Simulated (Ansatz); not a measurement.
Input:

La2O3:
```xyz
5
Lattice="3.9404 0.0000 0.0000 -1.9702 3.4125 0.0000 0.0000 0.0000 6.1875" Properties=species:S:1:pos:R:3 pbc="T T T"
La     1.9702     1.1375     4.6569
La     0.0000     2.2750     1.5306
O      1.9702     1.1375     2.1947
O      0.0000     2.2750     3.9928
O      0.0000     0.0000     0.0000
```

This is the PBE-relaxed structure. Cartesian axes are those of the cell as given.

### Question
All from PBE (plane waves, PAW; program Ansatz), unless another level is named. Give the Poisson's ratio.

### Answer
0.36.

### Question
Give the elastic constants (relaxed ions, GPa).

### Answer
C11 = 196, C12 = 118, C13 = 77.5, C14 = 32.4, C33 = 129, C44 = 55.8.

### Question
What about the zero-point energy?

### Answer
44.8 meV/atom.

Space group P-3m1 (La2O3 or Ni2Al3 type). The PBE relaxation kept the symmetry of its start; phonons on a q-mesh show no instability. Scalar-relativistic: spin–orbit coupling is off unless named, which matters more the heavier the elements.

Potentials: the later of the program's two PAW sets.
